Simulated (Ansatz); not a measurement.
TiS2 in space group Pnnm (No. 58; Ti on 2a, S on 4g) at seven volumes, DFT-PBEsol in the program Ansatz with PAW potentials, shape and atoms relaxed at each. One row is withheld.

```tsv
V (Å³/atom)	P (GPa)
16.440	8.25
16.982	4.94
17.524	2.20
18.066	0.00
18.608	-1.74
19.150	-2.82
19.692	?
```

Fit the shown pressures and predict the withheld one.

P = (3/2)B₀(x^(7/2) − x^(5/2))[1 + (3/4)(B′ − 4)(x − 1)] with x = (V₀/V)^(2/3). Least squares on the six rows gives V₀ = 18.076 Å³/atom, B₀ = 62.3 GPa, B′ = 7.30. At V = 19.692, x = 0.9445 and P = -3.88 GPa. The run itself gave -3.51 GPa.

The first step of the workflow began from a Materials Project structure, measured or hypothetical; the Crystallography Open Database copy checked does not list it. It is not the phase usual at ambient conditions (space group No. 164). The cell was relaxed with PBEsol under the symmetry of its start; its stability against distortions is not shown here. No spin polarisation was allowed.

Potentials: the later of the program's two PAW sets.
